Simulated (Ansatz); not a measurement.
BP (zinc blende)

```xyz
2
Lattice="0.0000 2.2742 2.2742 2.2742 0.0000 2.2742 2.2742 2.2742 0.0000" Properties=species:S:1:pos:R:3 pbc="T T T"
P      3.4114     3.4114     3.4114
B      0.0000     0.0000     0.0000
```

The volume is varied about the relaxed value V₀ at fixed cell shape. Symmetry pins the atoms to their sites.

The numbers are results of PBE (plane waves to 420 eV, PAW, scalar-relativistic; Ansatz, a program for electronic structure), not measurements. k mesh 12×12×12 (Γ-centred), Fermi-Dirac smearing 0.05 eV. The energy includes the smearing's −TS. Stress and pressure are positive under compression. BP was relaxed with its symmetry unable to fall. ΔE is measured from the relaxed starting cell.

```csv
V (Å³/atom),ΔE (meV/atom)
10.586,70.2
10.880,withheld
11.175,16.1
11.469,3.9
11.763,0.0
12.057,3.6
12.351,13.8
12.645,29.8
12.939,51.0
```

Task: Fit a third-order Birch-Murnaghan form (E₀, V₀, B₀, B₀′ free) to the given rows and predict ΔE at V = 10.880.

Result: Least squares on the 8 given rows: ΔE = E₀ + (9V₀B₀/16)·y²·[2 + (B₀′ − 4)y], y = (V₀/V)^(2/3) − 1, with V₀ = 11.762 Å³/atom, B₀ = 161.7 GPa (160.2 GPa = 1 eV/Å³; the term in eV is multiplied by 1000), B₀′ = 3.78, E₀ = 0.03 meV/atom; root-mean-square residual 0.03 meV/atom. At 10.880 the fit gives 37.8 meV/atom; the calculation gives 37.8 meV/atom, the same to the digits shown. For the pressure the fit gives 14.6 GPa against the computed 14.6 GPa.

(A scan under strain: stresses follow from slopes of the energy per volume, elastic moduli from its curvatures.)
